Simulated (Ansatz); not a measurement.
Elastic constants of Ni2H at 6 GPa (stress–strain coefficients): input and output

Theory: DFT LDA, scalar-relativistic, plane waves, PAW in Ansatz 0.2.0.

Launched with:
```bash
ansatz run input.yaml --threads 1 --pin off --max-ram 3072MiB --backend cpu --events-out ev --progress --plain --runs-dir out
```

Input (bare energies are in eV):
```yaml
crystal:
  lattice:
    - [2.4713123022, 0.0, 0.0]
    - [-1.2356561511, 2.1402192344, 0.0]
    - [0.0, 0.0, 4.0867073573]
  atoms:
    - { symbol: Ni, position: [0.3333333333, 0.6666666667, 0.2597295662] }
    - { symbol: Ni, position: [0.6666666667, 0.3333333333, 0.7402704338] }
    - { symbol: H, position: [0.0, 0.0, 0.0] }
basis:
  ecutwfc: 420
kpoints:
  mp_grid: { grid: [18, 18, 10] }
hamiltonian:
  xc: lda
scf:
  occupations: { method: fermi_dirac, width: 0.15 }
output:
  forces: true
  stress: true
  eigenvalues: true
elastic:
  mode: relaxed_ion
  amplitude: 0.005
  stencil: two_point
```

From the output:
```
--- Elastic constants: 3 strain directions × 2 members + reference (group order 12) ---
  dense FFT box of the reference and of every strained cell: 18×18×30
  strains applied: 11, 33, 23; error gains: componentwise 1.00 (the most a stress slope's error grows in a printed constant), spectral 1.41 (1 for all six strains in a standard setting)
  C = ∂σ_k/∂η_j (tension-positive GPa; Voigt order 11 22 33 23 13 12):
       415.568    202.265    191.840    -22.627     -0.000      0.000
       202.265    415.568    191.840     22.627      0.000     -0.000
       191.815    191.815    435.502      0.000     -0.000     -0.000
       -22.633     22.633      0.000     88.251      0.000      0.000
         0.000      0.000      0.000     -0.000     88.251    -22.633
        -0.000      0.000      0.000      0.000    -22.627    106.651
  reference stress σ⁰ (GPa):     -6.000     -6.000     -6.000      0.000     -0.000      0.000
  C* (energy form; C + prestress term) asymmetry max|C*_kj − C*_jk| = 2.506e-2 GPa — a small one proves nothing (zero by symmetry where the batch's group is 432, −43m or m−3m); a large one is finite-difference/SCF noise where every solve ...
  moduli (Voigt/Reuss/Hill, GPa): K = 270.94/270.91/270.93   G = 102.01/95.94/98.98   E = 264.70   ν = 0.337
  mechanically stable: yes (min eigenvalue of sym C = 73.02 GPa)
  strain η (Voigt 11):  stress-route row diagonal C_11 = 415.57 GPa, energy-path curvature d²(F+E_count+ΔE)/dδ²/Ω₀ = 415.55 GPa
         δ    σ_11 (GPa) F (eV) n_scf n_hpsi n_pw
    -5.000e-3      -8.1286      -11562.7165493       6  246745    434   relax 5 steps, max|allowed force component| 5.66e-7 eV/Å
     5.000e-3      -3.9729      -11562.7246631       6  245995    438   relax 3 steps, max|allowed force component| 1.98e-6 eV/Å
  strain η (Voigt 33):  stress-route row diagonal C_33 = 435.50 GPa, energy-path curvature d²(F+E_count+ΔE)/dδ²/Ω₀ = 435.48 GPa
         δ    σ_33 (GPa) F (eV) n_scf n_hpsi n_pw
    -5.000e-3      -8.2150      -11562.7165197       6   94485    434   relax 3 steps, max|allowed force component| 2.52e-6 eV/Å
     5.000e-3      -3.8600      -11562.7246247       6   93641    438   relax 3 steps, max|allowed force component| 1.69e-8 eV/Å
  strain η (Voigt 23):  stress-route row diagonal C_44 = 88.25 GPa, energy-path curvature d²(F+E_count+ΔE)/dδ²/Ω₀ = 91.25 GPa
         δ    σ_23 (GPa) F (eV) n_scf n_hpsi n_pw
    -5.000e-3      -0.4441      -11562.7211536       6  246080    434   relax 5 steps, max|allowed force component| 4.71e-8 eV/Å
     5.000e-3       0.4384      -11562.7211554       6  246540    434   relax 3 steps, max|allowed force component| 7.12e-7 eV/Å
```

The run took 4.4 min on 1 thread of Intel(R) Xeon(R) 6975P-C (Granite Rapids) (shared host), peak memory 0.75 GiB.

In a metal, frequencies and elastic constants depend on the k mesh and the smearing, soft modes and shear constants most. Spin polarisation was left out, and a magnetic state may lie lower. Other phases may be more stable at this pressure.